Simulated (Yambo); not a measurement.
**Optical response of CaI$_{2}$**

```
CELL_PARAMETERS angstrom
      4.43220     0.00000     0.00000
     -2.21610     3.83840     0.00000
      0.00000     0.00000     6.91955
ATOMIC_POSITIONS crystal
  Ca 0.00000 0.00000 0.00000
  I  0.33333 0.66667 0.25745
  I  0.66667 0.33333 0.74255
```

Yambo, RPA with local fields on PBEsol bands; 6×6×2 mesh, 85 bands, 4 Ry local-field block, 0.2 eV broadening; field along z.

| E (eV) | Im ε | Re ε | Im ε, independent particles |
|---|---|---|---|
| 0.0 | 0.00 | 3.52 | 0.00 |
| 0.6 | 0.01 | 3.54 | 0.02 |
| 1.2 | 0.03 | 3.60 | 0.05 |
| 1.9 | 0.05 | 3.72 | 0.08 |
| 2.5 | 0.08 | 3.92 | 0.14 |
| 3.1 | 0.15 | 4.26 | 0.26 |
| 3.8 | 0.37 | 4.91 | 0.67 |
| 4.4 | 1.29 | 5.69 | 2.99 |
| 5.0 | 2.73 | 4.71 | 4.70 |
| 5.6 | 3.81 | 4.98 | 7.25 |
| 6.2 | 4.69 | 3.66 | 7.07 |
| 6.9 | 4.92 | 2.16 | 7.03 |
| 7.5 | 4.08 | 1.27 | 4.82 |
| 8.1 | 3.10 | 0.72 | 3.50 |
| 8.8 | 3.03 | 0.52 | 3.70 |
| 9.4 | 2.60 | 0.42 | 2.98 |
| 10.0 | 2.18 | 0.56 | 2.64 |
| 10.6 | 2.07 | -0.04 | 2.46 |
| 11.2 | 2.35 | 0.09 | 2.18 |
| 11.9 | 1.55 | -0.39 | 1.35 |
| 12.5 | 1.22 | -0.19 | 1.11 |
| 13.1 | 0.79 | -0.07 | 0.75 |
| 13.8 | 0.74 | -0.15 | 0.56 |
| 14.4 | 0.67 | 0.23 | 0.67 |
| 15.0 | 0.62 | 0.26 | 0.56 |
| 15.6 | 0.71 | 0.28 | 0.52 |
| 16.2 | 0.58 | 0.23 | 0.39 |
| 16.9 | 0.40 | 0.42 | 0.38 |
| 17.5 | 0.41 | 0.52 | 0.37 |
| 18.1 | 0.47 | 0.52 | 0.29 |
| 18.8 | 0.38 | 0.50 | 0.24 |
| 19.4 | 0.30 | 0.58 | 0.22 |
| 20.0 | 0.34 | 0.65 | 0.23 |

Structure narrower than a few tenths of an eV can come from the finite k mesh. Convergence of the RPA response with its 6×6×2 mesh was not tested. No excitonic effects at this level.

Spin-orbit coupling is left out, which matters for elements this heavy: edges can move by tenths of an eV.

Geometry relaxed with PBE+D3(BJ).
